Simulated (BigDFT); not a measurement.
**Parameter sweep on Nb(O)(NH2)(Me)2 (C2H8NNbO)**

```xyz
13

Nb     0.6208     0.0881    -0.1472
O      1.5239     0.7070    -1.4421
N      1.5863    -0.9022     1.2370
H      1.2064    -1.0923     2.1698
H      2.5562    -1.2109     1.2444
C     -0.8291    -1.2624    -1.2317
H     -1.6105    -0.6410    -1.6954
H     -1.3181    -1.9729    -0.5520
H     -0.3611    -1.8414    -2.0338
C     -0.6619     1.8030     0.5215
H     -0.1254     2.5337     1.1392
H     -1.5107     1.4319     1.1189
H     -1.0767     2.3595    -0.3286
```
Charge 0, spin multiplicity 1.

Base run A: PBE, Daubechies wavelet basis, HGH (Krack) norm-conserving potentials made for PBE, isolated boundary conditions in BigDFT 1.9.6, self-consistent single point.

Its settings: basis = Daubechies wavelets; dft.hgrids = 0.33 bohr; dft.rmult = 5 8; dft.ixc = 11; potentials = built-in HGH-K PBE; boundary_conditions = free; dft.gnrm_cv = 1e-05; dft.itermax = 80; dft.idsx = 6; dft.nrepmax = 3.

The grid can part forces that symmetry would make equal. Forces above 1 eV/Å remain at this geometry. The geometry comes from a cheaper method or was typed, in some cases with atoms then moved at random; it is not relaxed at this level, and the species need not be a known compound. A coarse multiplier of 5 or less cuts the tails of heavy atoms' orbitals, which raises levels.

ΔF is the free energy per atom less that of run A. 

Run A gave: largest force (eV/Å) 2.896; rough cost (cheapest run = 1) 7.

Runs:
- B: dft.gnrm_cv, dft.itermax = 1e-01, 100
- C: dft.gnrm_cv, dft.itermax = 1e-02, 100
- D: dft.gnrm_cv, dft.itermax = 1e-03, 100
- E: dft.gnrm_cv, dft.itermax = 1e-04, 100
- F: dft.gnrm_cv, dft.itermax = 1e-05, 100
- G: dft.gnrm_cv, dft.itermax = 1e-06, 100
- H: dft.gnrm_cv, dft.itermax = 1e-07, 100

Problem. What does run D change against A?

Solution. The free energy stays essentially unchanged (within 1 meV/atom) and the largest force goes from 2.896 to 2.804 eV/Å.

Problem. What does run C change against A?

Solution. The free energy rises by 4.4 meV/atom and the largest force goes from 2.896 to 2.553 eV/Å.

```
run  ΔF (meV/atom)  largest force (eV/Å)  rough cost (cheapest run = 1)
---  -------------  --------------------  -----------------------------
A             0.00                 2.896                              7
B            165.9                 4.239                              1
C              4.4                 2.553                              2
D             0.08                 2.804                              3
E             0.00                 2.891                              5
F             0.00                 2.896                              7
G             0.00                 2.896                              9
H             0.00                 2.896                             10
```
